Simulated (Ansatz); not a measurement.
PNO:
```
PNO
1.0
   -2.22308     2.38652     3.51227
    2.22308    -2.38652     3.51227
    2.22308     2.38652    -3.51227
P N O
2 2 2
Direct
  0.61095   0.36095   0.25000
  0.88905   0.13905   0.75000
  0.75000   0.39448   0.64448
  0.25000   0.10552   0.85552
  0.87531   0.25000   0.12531
  0.62469   0.75000   0.37469
```

Relaxed with r²SCAN. Special points in fractions of this cell's reciprocal vectors: Γ (0.000, 0.000, 0.000); X (0.500, 0.500, -0.500); F2 (0.350, 0.650, -0.350); Σ0 (-0.350, 0.350, 0.350); Y0 (0.365, -0.365, 0.365); U0 (0.635, 0.365, -0.365); R (0.000, 0.500, 0.000); W (0.250, 0.250, 0.250); S (0.500, 0.000, 0.000); T (0.000, 0.000, 0.500).

Q: List the band energies nearest the valence-band maximum at these points for plane-wave PAW r²SCAN (Ansatz code).

A: In eV from the valence-band maximum; about four levels below and three above (degenerate sets whole), none deeper than 8.9 eV; points with the same levels are listed once.

| k | below | above |
|---|---|---|
| Γ | -2.23 -1.92 -1.23 -0.47 | 5.81 6.03 7.81 |
| X | -2.92 -2.65 -2.04 0.00 | 7.24 7.68 8.65 |
| F2 | -2.63 -2.46 -1.75 -0.24 | 7.29 7.69 8.69 |
| Y0 | -2.77 -2.21 -2.09 -0.30 | 6.42 7.93 8.27 |
| R | -2.52 -1.72 -1.55 -0.51 | 7.29 7.73 7.98 |
| W | -2.13 -2.13 -0.88 -0.88 | 6.87 6.87 8.27 8.27 |
| S | -2.53 -2.16 -1.17 -0.75 | 6.30 7.40 8.01 |
| T | -2.25 -1.77 -1.11 -0.61 | 6.56 7.58 7.79 |

Space group I2_12_12_1. The workflow started from a Materials Project entry (that database holds measured and hypothetical structures alike); the Crystallography Open Database copy checked does not list it. Whether it is the stable phase at ambient conditions was not checked. The r²SCAN relaxation kept the symmetry of its start; its stability against distortions is not shown here.

Potentials: the later of the program's two PAW sets.
